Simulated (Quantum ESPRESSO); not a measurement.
# PSi2BC4: input and log of a self-consistent run

Computed values, not a measurement. The program is pw.x of Quantum ESPRESSO 7.5 (plane-wave density functional theory). The cell is made up: 8 atoms on a zincblende/diamond lattice, with randomly drawn elements, strain and displacements, not relaxed. PseudoDojo standard norm-conserving files (v0.5 for PBE, v0.4.1 for LDA and PBEsol) set the functional; there is no spin polarisation, spin-orbit coupling or dispersion term, and the masses in the input are unused placeholders.

Input:

```
&control calculation='scf', pseudo_dir='./dojo.nc.sr.pbe.v0_5.standard.upf', outdir='./o', disk_io='medium', tprnfor=.true., tstress=.true. /
&system ibrav=0, nat=8, ntyp=4, nbnd=22, ecutwfc=99.00267394, nosym=.true., tot_charge=0,
 occupations='smearing', smearing='fd', degauss=0.0018374661
/
&electrons conv_thr=7.350e-09, electron_maxstep=60, /
ATOMIC_SPECIES
B 1.0 B.upf
C 1.0 C.upf
P 1.0 P.upf
Si 1.0 Si.upf
CELL_PARAMETERS angstrom
4.3243 -0.029 -0.0079
-0.029 4.2939 0.0375
-0.0079 0.0375 4.3318
ATOMIC_POSITIONS angstrom
P 0.0678 0.0334 -0.1123
Si 0.0159 2.1808 2.0766
Si 2.1459 -0.0157 2.1343
B 2.1916 2.0852 -0.1149
C 1.1158 1.0245 1.011
C 1.0706 3.22 3.4961
C 3.429 1.1316 3.371
C 3.1839 3.1357 1.1063
K_POINTS automatic
6 6 6 1 1 1
```

The log is shortened where brackets say so; the opening notice, blank lines, dates and the lines on written files are dropped, and the path of the files is cut. It prints rydbergs, bohrs and kilobars, and counts compression as positive stress.

```
     Program PWSCF v.7.5
     Parallel version (MPI & OpenMP), running on       1 processor cores
     Number of MPI processes:                 1
     Threads/MPI process:                     1
     [start-up lines left out]
     bravais-lattice index     =            0
     lattice parameter (alat)  =       8.1719  a.u.
     unit-cell volume          =     542.7238 (a.u.)^3
     number of atoms/cell      =            8
     number of atomic types    =            4
     number of electrons       =        32.00
     number of Kohn-Sham states=           22
     kinetic-energy cutoff     =      99.0027  Ry
     charge density cutoff     =     396.0107  Ry
     scf convergence threshold =      7.3E-09
     mixing beta               =       0.7000
     number of iterations used =            8  plain     mixing
     Exchange-correlation= PBE
                           (   1   4   3   4   0   0   0)
     [axes and pseudopotential details left out]
   Cartesian axes
     site n.     atom                  positions (alat units)
         1        P      tau(   1) = (   0.0156785   0.0077236  -0.0259689  )
         2        Si     tau(   2) = (   0.0036768   0.5043007   0.4802049  )
         3        Si     tau(   3) = (   0.4962302  -0.0036306   0.4935477  )
         4        B      tau(   4) = (   0.5067981   0.4821936  -0.0265701  )
         5        C      tau(   5) = (   0.2580240   0.2369112   0.2337894  )
         6        C      tau(   6) = (   0.2475717   0.7446112   0.8084581  )
         7        C      tau(   7) = (   0.7929416   0.2616777   0.7795293  )
         8        C      tau(   8) = (   0.7362632   0.7251172   0.2558271  )
     number of k points=   108  Fermi-Dirac smearing, width (Ry)=  0.0018
     Number of k-points >= 100: set verbosity='high' to print them.
     Dense  grid:    72219 G-vectors     FFT dimensions: (  54,  54,  54)
     Estimated max dynamical RAM per process >      82.06 MB
     Initial potential from superposition of free atoms
     starting charge      31.9982, renormalised to      32.0000
     Starting wfcs are   32 randomized atomic wfcs
     total cpu time spent up to now is       15.0 secs
     per-process dynamical memory:    65.8 Mb
     Self-consistent Calculation
     iteration #  1     ecut=    99.00 Ry     beta= 0.70
     Davidson diagonalization with overlap
     ethr =  1.00E-02,  avg # of iterations =  3.5
     total cpu time spent up to now is       42.8 secs
     total energy              =     -84.22654482 Ry
     estimated scf accuracy    <       1.35413771 Ry
     iteration #  2     ecut=    99.00 Ry     beta= 0.70
     Davidson diagonalization with overlap
     ethr =  4.23E-03,  avg # of iterations =  2.0
     total cpu time spent up to now is       76.5 secs
     total energy              =     -84.63312864 Ry
     estimated scf accuracy    <       0.58284097 Ry
     iteration #  3     ecut=    99.00 Ry     beta= 0.70
     Davidson diagonalization with overlap
     ethr =  1.82E-03,  avg # of iterations =  2.0
     total cpu time spent up to now is      101.5 secs
     total energy              =     -84.71410856 Ry
     estimated scf accuracy    <       0.01668063 Ry
     iteration #  4     ecut=    99.00 Ry     beta= 0.70
     Davidson diagonalization with overlap
     c_bands:  1 eigenvalues not converged
     ethr =  5.21E-05,  avg # of iterations = 10.6
     total cpu time spent up to now is      147.3 secs
     total energy              =     -84.72392006 Ry
     estimated scf accuracy    <       0.00726293 Ry
     iteration #  5     ecut=    99.00 Ry     beta= 0.70
     Davidson diagonalization with overlap
     ethr =  2.27E-05,  avg # of iterations =  3.0
     total cpu time spent up to now is      172.9 secs
     total energy              =     -84.72437593 Ry
     estimated scf accuracy    <       0.00179508 Ry
     iteration #  6     ecut=    99.00 Ry     beta= 0.70
     Davidson diagonalization with overlap
     ethr =  5.61E-06,  avg # of iterations =  5.9
     total cpu time spent up to now is      198.2 secs
     total energy              =     -84.72457122 Ry
     estimated scf accuracy    <       0.00015395 Ry
     iteration #  7     ecut=    99.00 Ry     beta= 0.70
     Davidson diagonalization with overlap
     ethr =  4.81E-07,  avg # of iterations =  4.2
     total cpu time spent up to now is      224.9 secs
     total energy              =     -84.72463684 Ry
     estimated scf accuracy    <       0.00000880 Ry
     iteration #  8     ecut=    99.00 Ry     beta= 0.70
     Davidson diagonalization with overlap
     ethr =  2.75E-08,  avg # of iterations =  3.1
     total cpu time spent up to now is      250.4 secs
     total energy              =     -84.72463930 Ry
     estimated scf accuracy    <       0.00000146 Ry
     iteration #  9     ecut=    99.00 Ry     beta= 0.70
     Davidson diagonalization with overlap
     ethr =  4.56E-09,  avg # of iterations =  2.5
     total cpu time spent up to now is      273.3 secs
     total energy              =     -84.72463965 Ry
     estimated scf accuracy    <       0.00000010 Ry
     iteration # 10     ecut=    99.00 Ry     beta= 0.70
     Davidson diagonalization with overlap
     ethr =  3.03E-10,  avg # of iterations =  3.9
     total cpu time spent up to now is      310.3 secs
     total energy              =     -84.72463969 Ry
     estimated scf accuracy    <       0.00000002 Ry
     iteration # 11     ecut=    99.00 Ry     beta= 0.70
     Davidson diagonalization with overlap
     ethr =  6.23E-11,  avg # of iterations =  2.0
     total cpu time spent up to now is      335.3 secs
     End of self-consistent calculation
     [lines on levels left out]
!    total energy              =     -84.72463970 Ry
     estimated scf accuracy    <          1.7E-09 Ry
     smearing contrib. (-TS)   =      -0.00000000 Ry
     internal energy E=F+TS    =     -84.72463970 Ry
     The total energy is F=E-TS. E is the sum of the following terms:
     one-electron contribution =      20.35106093 Ry
     hartree contribution      =       9.51470683 Ry
     xc contribution           =     -30.00882945 Ry
     ewald contribution        =     -84.58157800 Ry
     convergence has been achieved in  11 iterations
     Forces acting on atoms (cartesian axes, Ry/au):
     atom    1 type  3   force =    -0.00817878   -0.06636446    0.18239014
     atom    2 type  4   force =     0.04045010   -0.02112216    0.06835964
     atom    3 type  4   force =     0.04941156   -0.01668527    0.04965918
     atom    4 type  1   force =     0.01230823    0.01640520    0.11034183
     atom    5 type  2   force =     0.01746051    0.05420833   -0.02907109
     atom    6 type  2   force =     0.07458256   -0.03997210   -0.16544845
     atom    7 type  2   force =    -0.16841070    0.03363835   -0.12075015
     atom    8 type  2   force =    -0.01762347    0.03989213   -0.09548109
     Total force =     0.394955     Total SCF correction =     0.000035
     Computing stress (Cartesian axis) and pressure
          total   stress  (Ry/bohr**3)                   (kbar)     P=     -107.89
  -0.00083920  -0.00013138   0.00026498         -123.45      -19.33       38.98
  -0.00013138  -0.00056811  -0.00038699          -19.33      -83.57      -56.93
   0.00026498  -0.00038699  -0.00079295           38.98      -56.93     -116.65
     init_run     :     14.40s CPU     14.86s WALL (       1 calls)
     electrons    :    287.75s CPU    320.30s WALL (       1 calls)
     forces       :      3.60s CPU      3.64s WALL (       1 calls)
     stress       :     14.39s CPU     14.47s WALL (       1 calls)
     [timing details left out]
     PWSCF        :   5m20.33s CPU   5m53.85s WALL
     JOB DONE.
```

In other units: free energy -1152.737 eV for the cell, pressure -10.79 GPa, largest force component 4.689 eV/Å. This run is the check on a run of the same cell at 1116 eV and a 4 x 4 x 4 mesh: rerunning at 1347 eV and a 6 x 6 x 6 mesh moved values by no more than 0.007 eV in energy, 0.07 GPa in stress and 0.007 eV/Å in force.